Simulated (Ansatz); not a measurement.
## YNb₆Sn₆ — Sn-119 Mössbauer parameters

Cell: a refined structure from the COD.

```cif
data_YNb6Sn6
_symmetry_space_group_name_H-M 'P6/mmm'
_symmetry_Int_Tables_number 191
_cell_length_a 5.7498
_cell_length_b 5.7498
_cell_length_c 9.5003
_cell_angle_alpha 90.000
_cell_angle_beta 90.000
_cell_angle_gamma 120.000
loop_
_atom_site_label
_atom_site_type_symbol
_atom_site_symmetry_multiplicity
_atom_site_Wyckoff_symbol
_atom_site_fract_x
_atom_site_fract_y
_atom_site_fract_z
Y Y 1 b 0.0000 0.0000 0.5000
Nb Nb 6 i 0.5000 0.0000 0.2507
Sn8 Sn 2 e 0.0000 0.0000 0.1705
Sn10 Sn 2 c 0.6667 0.3333 0.0000
Sn12 Sn 2 d 0.6667 0.3333 0.5000
```

One atom of each set is listed.

Method: Kohn–Sham DFT in Ansatz, PBE, plane waves and PAW, scalar-relativistic, 420 eV cutoff, Γ-centred 7×7×4 k-points, Fermi–Dirac smearing 0.05 eV.

Isomer shifts (against SnO₂) follow from the electron density at the nucleus, δ = α(ρ − ρ₀), with α = 0.099 mm s⁻¹ a₀³ and ρ₀ = 183191.44 a₀⁻³ from a line fitted to 8 measured compounds at this level of theory (rms miss 0.12 mm/s). ΔE_Q = ½eQV_zz(1 + η²/3)^½ with Q = -0.132 b for the 23.9 keV state.

**Question.** Give the isomer shift and quadrupole splitting of each Sn site.

**Answer.** 

```json
{"site": "Sn8", "atoms": "2", "first shell": "6 Nb at 2.97 Å, 1 Y at 3.13 Å, 7 Sn at 3.24–3.69 Å", "ρ − ρ₀ (a₀⁻³)": "16.9", "δ (mm/s)": "1.67", "ΔE_Q (mm/s)": "-1.41", "η": "0.00"}
{"site": "Sn10", "atoms": "2", "first shell": "6 Nb at 2.90 Å", "ρ − ρ₀ (a₀⁻³)": "18.7", "δ (mm/s)": "1.85", "ΔE_Q (mm/s)": "2.15", "η": "0.00"}
{"site": "Sn12", "atoms": "2", "first shell": "6 Nb at 2.89 Å, 3 Y at 3.32 Å, 3 Sn at 3.32 Å", "ρ − ρ₀ (a₀⁻³)": "16.6", "δ (mm/s)": "1.64", "ΔE_Q (mm/s)": "1.72", "η": "0.00"}
```

The shifts of Sn8, Sn10, Sn12 are in the range of covalently or intermetallically bonded tin.

At this cell the principal stresses reach 5 GPa in size with PBE, which can matter for small gradients. The run finds no gap above 0.1 eV (a metal, or nearly one), so the gradients can move by 10 % or more with the k-mesh. Without spin–orbit coupling (the program notes it for Nb, Sn and Y) the gradients can shift somewhat, as the gap is small.

Hardware: 1 thread of Arm Neoverse V1 (aarch64; 28 cores open to the job, memory cap 3.0 GiB, no GPU), a shared host with a load of 0.9 a core. Wall time 65 s, CPU time 65 s, peak memory 0.88 GiB.
